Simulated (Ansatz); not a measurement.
LaTe, first-principles data

LaTe:
```
LaTe
1.0
    0.00000     3.24731     3.24731
    3.24731     0.00000     3.24731
    3.24731     3.24731     0.00000
La Te
1 1
Direct
  0.00000   0.00000   0.00000
  0.50000   0.50000   0.50000
```

Space group Fm-3m (No. 225), rock salt; conventional cell a = 6.495 Å, b = 6.495 Å, c = 6.495 Å, α = 90.00°, β = 90.00°, γ = 90.00°.

Method: the program Ansatz at the r²SCAN level (PAW). The cell and atoms are relaxed at this level. Other levels are named where they apply.

Cell and energy:

```
Property                                                       Value
-----------------------------------------------------  -------------
Volume per atom                                             34.24 Å³
Density                                                   6.46 g/cm³
Formation energy from the elements (no fitted shifts)  -1.84 eV/atom
```

Electronic structure:

```
Item                                                                         Value
------------------------------------  --------------------------------------------
Electronic character                                             metallic (no gap)
Density of states at the Fermi level  0.73 states/eV per atom (mean over ±0.08 eV)
Gap with spin–orbit coupling                                       none (metallic)
```

Mechanics:

```
Quantity                               Value
----------------------------------  --------
Bulk modulus (Birch–Murnaghan fit)  57.7 GPa
Pressure derivative B′                   4.5
```

Charges:

```
Quantity                      Value
-------------  --------------------
Bader charges  La +1.51, Te -1.51 e
```

The workflow started from an entry of the Crystallography Open Database (COD). Whether it is the stable phase at ambient conditions was not checked. The cell was relaxed with r²SCAN under the symmetry of its start; its stability against distortions is not shown here. With an odd number of electrons in the cell and no spin polarisation, the count alone makes it a metal. The references are the lowest solids computed at this level, not always the standard phases. Scalar-relativistic: spin–orbit coupling is off unless named, which matters more the heavier the elements.

Potentials: the later of the program's two PAW sets.
